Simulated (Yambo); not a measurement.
Material: a free-standing SnS2 monolayer (symmetry P-3m1, slab cell 15.9 Å high); a = 3.665 Å, b = 3.665 Å, c = 15.900 Å, α = 90.00°, β = 90.00°, γ = 120.00° (3 atoms in the cell). The layer was cut from Materials Project entry mp-1170 and relaxed with PBE+D3(BJ) in a cell 15.9 Å high, with the Coulomb interaction truncated along z.

With norm-conserving PBE (stringent potentials; Quantum ESPRESSO, 102 Ry, scalar-relativistic), the gap between the mesh's edge points ((0, 0.167) → M) is 1.574 eV.

Task: By how much does one-shot G0W0 (Yambo; 6×6×1 Γ-centred k mesh, bands 5 to 125 and a 6 Ry block in the screening, 125 bands in G with the Bruneval-Gonze terminator, plasmon pole fitted at 27.2 eV, slab-truncated Coulomb interaction, stochastic integration of W near q = 0) open this gap, and what gap results?

Result: The correction is 1.519 eV, giving 3.093 eV, 2.0 times the PBE value.  Convergence of the G0W0 settings was not tested. Spin-orbit splittings are left out.
